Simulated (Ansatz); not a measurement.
**Data sheet: Li2Pd (DFT)**

Li2Pd in space group P6/mmm (No. 191; Pd on 1a, Li on 2d), a = 4.2168 Å, b = 4.2168 Å, c = 2.6904 Å, α = 90.00°, β = 90.00°, γ = 120.00°.

Space group P6/mmm (No. 191); conventional cell a = b = 4.217 Å, c = 2.690 Å, α = β = 90.00°, γ = 120.00°.

Method: the program Ansatz at the r²SCAN level (PAW). Structure relaxed to zero pressure with the same functional. Other levels are named where they apply.

**Cell and energy**

| Property | Value |
|---|---|
| Volume per atom | 13.81 Å³ |
| Density | 4.82 g/cm³ |
| Formation energy from the elements (no fitted shifts) | -0.34 eV/atom |

**Electronic structure**

| Property | Value |
|---|---|
| Electronic character | metallic (no gap) |
| Density of states at the Fermi level | 0.23 states/eV per atom (mean over ±0.08 eV) |
| Gap with spin–orbit coupling | none (metallic) |

**Mechanics**

| Item | Result |
|---|---|
| Bulk modulus (Birch–Murnaghan fit) | 51.7 GPa |
| Pressure derivative B′ | 4.1 |

**Charges**

| Property | Value |
|---|---|
| Bader charges | Pd -1.69, Li +0.84 e |

The workflow started from an entry of the Crystallography Open Database (COD). Whether it is the stable phase at ambient conditions was not checked. Symmetry was held in the r²SCAN relaxation; its stability against distortions is not shown here. No spin polarisation was allowed. Axis ratios of metals converge slowly with the k-mesh, so a and c are less sure than the volume. The references are the lowest solids computed at this level, not always the standard phases. Spin–orbit coupling is left out wherever it is not named.

Potentials: the later of the program's two PAW sets.
